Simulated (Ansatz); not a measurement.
Consider the following.

CdSe:
```yaml
crystal:
  lattice:
    - [4.30094, 0.00000, 0.00000]
    - [-2.15047, 3.72472, 0.00000]
    - [0.00000, 0.00000, 14.04362]
  atoms:
    - { symbol: Cd, position: [0.00000, 0.00000, 0.00030] }
    - { symbol: Cd, position: [0.00000, 0.00000, 0.50030] }
    - { symbol: Cd, position: [0.66667, 0.33333, 0.75019] }
    - { symbol: Cd, position: [0.33333, 0.66667, 0.25019] }
    - { symbol: Se, position: [0.00000, 0.00000, 0.81271] }
    - { symbol: Se, position: [0.00000, 0.00000, 0.31271] }
    - { symbol: Se, position: [0.66667, 0.33333, 0.56243] }
    - { symbol: Se, position: [0.33333, 0.66667, 0.06243] }
```

This is the PBEsol-relaxed structure. Tensor components refer to the Cartesian frame of this cell.

### Question
All from PBEsol (plane waves, PAW; program Ansatz), unless another level is named. Give the Hill bulk and shear moduli.

### Answer
52.0 and 15.3 GPa.

### Question
Give the piezoelectric stress constants (proper, relaxed ions, C/m²).

### Answer
e15 = e24 = 0.08, e31 = e32 = 0.11, e33 = -0.19.

### Question
Next, the elastic constants (relaxed ions, GPa)?

### Answer
C11 = 73.8, C12 = 44.5, C13 = 37.3, C33 = 82.2, C44 = 13.1.

Space group P6_3mc. A made-up cell: these elements were put on the sites of a structure type. Its sites differ from those of the usual phase in this space group: another stacking or structure type. The PBEsol relaxation kept the symmetry of its start; its stability against distortions is not shown here. Signs of piezoelectric constants follow the polarity of the cell as given.

Potentials: the later of the program's two PAW sets.
